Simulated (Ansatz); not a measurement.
The following input was run with Ansatz 0.2.0.

```yaml
crystal:
  lattice:
    - [28.0423924944, 0.0, 0.0]
    - [0.0, 4.6737320824, 0.0]
    - [0.0, 0.0, 21.3474641648]
  atoms:
    - { symbol: Sr, position: [0.0, 0.0, 0.070265957] }
    - { symbol: Sr, position: [0.0833333333, 0.5, 0.179734043] }
    - { symbol: Sr, position: [0.1666666667, 0.0, 0.070265957] }
    - { symbol: Sr, position: [0.25, 0.5, 0.179734043] }
    - { symbol: Sr, position: [0.3333333333, 0.0, 0.070265957] }
    - { symbol: Sr, position: [0.4166666667, 0.5, 0.179734043] }
    - { symbol: Sr, position: [0.5, 0.0, 0.070265957] }
    - { symbol: Sr, position: [0.5833333333, 0.5, 0.179734043] }
    - { symbol: Sr, position: [0.6666666667, 0.0, 0.070265957] }
    - { symbol: Sr, position: [0.75, 0.5, 0.179734043] }
    - { symbol: Sr, position: [0.8333333333, 0.0, 0.070265957] }
    - { symbol: Sr, position: [0.9166666667, 0.5, 0.179734043] }
    - { symbol: Sr, position: [0.0, 0.0, 0.2892021289] }
    - { symbol: Sr, position: [0.0833333333, 0.5, 0.3986702148] }
    - { symbol: Sr, position: [0.1666666667, 0.0, 0.2892021289] }
    - { symbol: Sr, position: [0.25, 0.5, 0.3986702148] }
    - { symbol: Sr, position: [0.3333333333, 0.0, 0.2892021289] }
    - { symbol: Sr, position: [0.4166666667, 0.5, 0.3986702148] }
    - { symbol: Sr, position: [0.5, 0.0, 0.2892021289] }
    - { symbol: Sr, position: [0.5833333333, 0.5, 0.3986702148] }
    - { symbol: Sr, position: [0.6666666667, 0.0, 0.2892021289] }
    - { symbol: Sr, position: [0.75, 0.5, 0.3986702148] }
    - { symbol: Sr, position: [0.8333333333, 0.0, 0.2892021289] }
    - { symbol: Sr, position: [0.9166666667, 0.5, 0.3986702148] }
    - { symbol: Sr, position: [0.0, 0.0, 0.5081383007] }
    - { symbol: Sr, position: [0.1666666667, 0.0, 0.5081383007] }
basis:
  ecutwfc: 420
kpoints:
  mp_grid: { grid: [2, 8, 1] }
hamiltonian:
  xc: pbesol
scf:
  occupations: { method: gaussian, width: 0.1 }
output:
  forces: true
  eigenvalues: true
  populations: true
  write_density: true
  write_potential: true
  elf: true
  volumetric_format: npy
relax:
  adjacent_minimum: "off"
  f_tol: 0.02
  max_steps: 45
  constraints: [{ sites: [0, 1, 2, 3, 4, 5, 6, 7, 8, 9, 10, 11] }]
efield:
  axis: 3
  dipole_correction: true
  ramp_width: 0.04
```

Run as
```bash
ansatz run input.yaml --threads 4 --pin off --max-ram 9216MiB --backend cpu --events-out ev --progress --plain --runs-dir out
```

Theory: Ansatz, DFT PBEsol, scalar-relativistic, plane waves, PAW.

Part of what the program printed, abridged (final results; tables in files aren't shown):

```
WARN: The output density's exchange-correlation potential varies sharply where the density is thin. Do not read a vacuum level from v_tot or v_xc, or from such a field of the output density. On a cell that repeats whose density bears no net charge and no dipole along the vacuum's axis use v_es (v_loc + v_h of the components); under efield.dipole_correction with no amplitude use v_es + v_field, which holds any external_charges[].barrier, or the levels of the report's work_function block, which leave it out; under a non-zero efield.amplitude the vacuum is tilted and has no level; on a cell that repeats and bears such a dipole with no correction it is tilted too, and efield.dipole_correction wi ...
SCF converged after 7 iterations
Free energy (F): -90790.759649 eV
Harris-Foulkes:  -90790.759649 eV  (|F-HF|=1.27e-8)
Internal energy: -90790.584541 eV  (E = F + TS)
E sigma→0 (E₀):  -90790.672095 eV
Entropy (-TS):   -0.175107 eV (-6.735 meV/atom)
Fermi energy:    1.396662 eV
Dipole field:    D = 0.000680 V/Å  (p = 0.010509 e·Å, saw-weighted, corrected)
Work function:   Φ+ = 2.5308 eV   Φ− = 2.5447 eV
Levels:          The Fermi level and band energies are counted from a zero that moves with the ramp; work functions are not
Vacuum region:   at the solve's end the planar-averaged density reaches 7.71e-5 e/Å³ inside the ramp window [0.7204, 0.8541] (bound 1e-5 e/Å³)
--- Per-component energies (eV) ---
  E_band       = -4511.807996
  E_kinetic    = 6268.918264
  E_local      = -66919.565798  (includes V_loc(G=0)·N_el)
  E_nonlocal   = 5313.367203
  E_hartree    = 28011.176235
  E_xc         = -4397.750541
  E_vxc        = -4112.438539  (∫ρ·V_xc dr)
  E_paw        = -68759.061142  (= ΣΔE_a)
  E_vpaw       = -1084.578077  (= ΣTr[D̂ρ^β])
  E_aug_tail   = -0.000036  (compensation charges beyond the density's cutoff)
  E_efield     = 0.000004  (sawtooth field / dipole correction)
  E_vefield    = 0.127117  (∫n·V_field dr)
  E_ewald      = 9688.838237
  E_core_change = 3.493033  (= ΣΔE_core)
  E_smearing   = -0.175107  (= −TS)
--- Forces (eV/Å), atoms counted from 1 ---
  atom   1  Sr    -0.01202675     0.00000000    -0.08479879
  atom   2  Sr     0.00000000     0.00000000     0.16862612
  atom   3  Sr     0.01202675     0.00000000    -0.08479879
  atom   4  Sr     0.01383686     0.00000000     0.08239298
  atom   5  Sr     0.00087393     0.00000000    -0.07261442
  atom   6  Sr     0.03806140     0.00000000     0.03851902
  atom   7  Sr    -0.00137096     0.00000000    -0.07351044
  atom   8  Sr     0.00000000     0.00000000     0.05182934
  atom   9  Sr     0.00137096     0.00000000    -0.07351044
  atom  10  Sr    -0.03806140     0.00000000     0.03851902
  atom  11  Sr    -0.00087393     0.00000000    -0.07261442
  atom  12  Sr    -0.01383686     0.00000000     0.08239298
  atom  13  Sr    -0.00320200     0.00000000     0.00566250
  atom  14  Sr     0.00000000     0.00000000     0.00217222
  atom  15  Sr     0.00320200     0.00000000     0.00566250
  atom  16  Sr     0.00546304     0.00000000     0.00543109
  atom  17  Sr    -0.00210203     0.00000000     0.00284879
  atom  18  Sr    -0.00030382     0.00000000    -0.00503990
  atom  19  Sr     0.00096792     0.00000000     0.00169059
  atom  20  Sr     0.00000000     0.00000000    -0.00393957
  atom  21  Sr    -0.00096792     0.00000000     0.00169059
  atom  22  Sr     0.00030382     0.00000000    -0.00503990
  atom  23  Sr     0.00210203     0.00000000     0.00284879
  atom  24  Sr    -0.00546304     0.00000000     0.00543109
  atom  25  Sr     0.00021916     0.00000000    -0.00994968
  atom  26  Sr    -0.00021916     0.00000000    -0.00994968
--- Band table (eV; the first three rows and the last of 10) ---
  k-point 0: bands = ["-35.7251", "-35.7224", "-35.7059", "-35.7017", "-35.7016", "-35.6861", "-35.6854", "-35.6525", "-35.6521", "-35.6516", "-35.6514", "-35.3753", "-35.3753", "-34.9131", "-34.8828", "-34.8825", "-34.8676", "-34.8675", "-34.8525", "-34.8523", "-34.8504", "-34.8465", "-34.8261", "-34.8244", "-34.8187", "-34.8184", "-17.7608", "-17.7446", "-17.7206", "-17.7161", "-17.7109", "-17.7108", "-17.7031", "-17.7026", "-17.6845", "-17.6745", "-17.6689", "-17.6684", "-17.6683", "-17.6679", "-17.6667", "-17.6663", "-17.6563", "-17.6510", "-17.6496", "-17.6487", "-17.6476", "-17.6439", "-17.6431", "-17.6364", "-17.6305", "-17.6276", "-17.6233", "-17.6126", "-17.6028", "-17.5992", "-17.5 ...
  k-point 1: bands = ["-35.7249", "-35.7222", "-35.7057", "-35.7015", "-35.7014", "-35.6859", "-35.6852", "-35.6523", "-35.6519", "-35.6514", "-35.6512", "-35.3751", "-35.3751", "-34.9128", "-34.8824", "-34.8821", "-34.8670", "-34.8670", "-34.8526", "-34.8525", "-34.8497", "-34.8462", "-34.8261", "-34.8245", "-34.8189", "-34.8186", "-17.7603", "-17.7436", "-17.7198", "-17.7156", "-17.7103", "-17.7100", "-17.7027", "-17.7016", "-17.6838", "-17.6738", "-17.6686", "-17.6679", "-17.6676", "-17.6669", "-17.6661", "-17.6656", "-17.6626", "-17.6559", "-17.6547", "-17.6503", "-17.6500", "-17.6492", "-17.6468", "-17.6368", "-17.6358", "-17.6340", "-17.6226", "-17.6118", "-17.6054", "-17.6042", "-17.6 ...
  k-point 2: bands = ["-35.7244", "-35.7218", "-35.7053", "-35.7010", "-35.7010", "-35.6854", "-35.6848", "-35.6519", "-35.6514", "-35.6510", "-35.6508", "-35.3746", "-35.3746", "-34.9119", "-34.8815", "-34.8811", "-34.8656", "-34.8656", "-34.8531", "-34.8531", "-34.8479", "-34.8453", "-34.8261", "-34.8249", "-34.8192", "-34.8192", "-17.7594", "-17.7412", "-17.7179", "-17.7143", "-17.7088", "-17.7081", "-17.7018", "-17.6994", "-17.6822", "-17.6778", "-17.6726", "-17.6705", "-17.6694", "-17.6678", "-17.6667", "-17.6659", "-17.6646", "-17.6645", "-17.6643", "-17.6639", "-17.6636", "-17.6517", "-17.6492", "-17.6487", "-17.6451", "-17.6343", "-17.6209", "-17.6203", "-17.6191", "-17.6177", "-17.6 ...
  k-point 9: bands = ["-35.7238", "-35.7212", "-35.7046", "-35.7004", "-35.7003", "-35.6848", "-35.6841", "-35.6512", "-35.6508", "-35.6504", "-35.6502", "-35.3740", "-35.3740", "-34.9106", "-34.8802", "-34.8798", "-34.8631", "-34.8631", "-34.8544", "-34.8544", "-34.8447", "-34.8440", "-34.8261", "-34.8261", "-34.8198", "-34.8198", "-17.7582", "-17.7378", "-17.7154", "-17.7128", "-17.7066", "-17.7051", "-17.7006", "-17.6989", "-17.6962", "-17.6921", "-17.6897", "-17.6851", "-17.6845", "-17.6799", "-17.6727", "-17.6707", "-17.6698", "-17.6671", "-17.6653", "-17.6624", "-17.6624", "-17.6624", "-17.6597", "-17.6464", "-17.6434", "-17.6411", "-17.6402", "-17.6390", "-17.6379", "-17.6304", "-17.6 ...
--- Relaxed structure (4 steps of the walk, 4 accepted, 0 SCFs on fresh bases) ---
  F+E_penalty+E_count = -90790.75964888 eV   max|allowed force component| = 9.950e-3 eV/Å
  atoms:
    - { symbol: Sr, position: [0.0, 0.0, 0.070265957] }
    - { symbol: Sr, position: [0.08333333, 0.5, 0.179734043] }
    - { symbol: Sr, position: [0.16666666, 0.0, 0.070265957] }
    - { symbol: Sr, position: [0.24999999, 0.5, 0.179734043] }
    - { symbol: Sr, position: [0.33333333, 0.0, 0.070265957] }
    - { symbol: Sr, position: [0.41666666, 0.5, 0.179734043] }
    - { symbol: Sr, position: [0.49999999, 0.0, 0.070265957] }
    - { symbol: Sr, position: [0.58333333, 0.5, 0.179734043] }
    - { symbol: Sr, position: [0.66666666, 0.0, 0.070265957] }
    - { symbol: Sr, position: [0.74999999, 0.5, 0.179734043] }
    - { symbol: Sr, position: [0.83333333, 0.0, 0.070265957] }
    - { symbol: Sr, position: [0.91666666, 0.5, 0.179734043] }
    - { symbol: Sr, position: [-0.00288209, 0.0, 0.28824100] }
    - { symbol: Sr, position: [0.08333333, 0.5, 0.38828037] }
    - { symbol: Sr, position: [0.16954875, 0.0, 0.28824100] }
    - { symbol: Sr, position: [0.25485347, 0.5, 0.39856103] }
    - { symbol: Sr, position: [0.33529727, 0.0, 0.28262804] }
    - { symbol: Sr, position: [0.41891582, 0.5, 0.39767237] }
    - { symbol: Sr, position: [0.50040547, 0.0, 0.28293514] }
    - { symbol: Sr, position: [0.58333333, 0.5, 0.39738879] }
    - { symbol: Sr, position: [0.66626119, 0.0, 0.28293514] }
    - { symbol: Sr, position: [0.74775084, 0.5, 0.39767237] }
    - { symbol: Sr, position: [0.83136939, 0.0, 0.28262804] }
    - { symbol: Sr, position: [0.91181319, 0.5, 0.39856103] }
    - { symbol: Sr, position: [0.00799480, 0.0, 0.50376843] }
    - { symbol: Sr, position: [0.15867186, 0.0, 0.50376843] }
--- Löwdin populations: 26 sites ---
  site symbol q [e]
     0     Sr      9.5749
     1     Sr      9.5598
     2     Sr      9.5749
     3     Sr      9.5343
     4     Sr      9.5622
     5     Sr      9.5211
     6     Sr      9.5580
     7     Sr      9.5234
     8     Sr      9.5580
     9     Sr      9.5211
    10     Sr      9.5622
    11     Sr      9.5343
    12     Sr      9.5224
    13     Sr      9.5540
    14     Sr      9.5224
    15     Sr      9.5506
    16     Sr      9.5257
    17     Sr      9.5707
    18     Sr      9.5298
    19     Sr      9.5608
    20     Sr      9.5298
    21     Sr      9.5707
    22     Sr      9.5257
    23     Sr      9.5506
    24     Sr      9.5849
    25     Sr      9.5849
  spilling = 0.045124 (of n_electrons = 260.000000)
```

The relaxation met its thresholds.

Time: 13 min on 4 threads of Arm Neoverse V1, with other jobs on the host, peak memory 7.8 GiB.